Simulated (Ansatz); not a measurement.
Input and command of a plane-wave DFT calculation in Ansatz:

```yaml
crystal:
  lattice:
    - [2.5340966698, 0.0, 0.0]
    - [-1.2670483349, 2.1945920917, 0.0]
    - [0.0, 0.0, 4.1845409925]
  atoms:
    - { symbol: Cu, position: [0.3333333333, 0.6666666667, 0.25] }
    - { symbol: Cu, position: [0.6666666667, 0.3333333333, 0.75] }
basis:
  ecutwfc: 500
kpoints:
  mp_grid: { grid: [24, 24, 12] }
hamiltonian:
  xc: r2scan
scf:
  occupations: { method: gaussian, width: 0.15 }
output:
  forces: true
  stress: true
  eigenvalues: true
```

```bash
ansatz run input.yaml --threads 1 --pin off --max-ram 2560MiB --backend cpu --events-out ev --progress --plain --runs-dir out
```

Processor: Intel(R) Xeon(R) Processor @ 2.50GHz (Skylake/Cascade Lake), 1 thread, on a host shared with other jobs.

Estimate time, memory and problem size.

About 50 s on 1 thread of Intel(R) Xeon(R) Processor @ 2.50GHz (Skylake/Cascade Lake), with other jobs on the host, peak memory 0.56 GiB. It solves 23 bands at 427 k points (the mesh reduced by the symmetry that the task leaves, which can be less than the crystal's) with about 591 plane waves, in 7 SCF iterations.
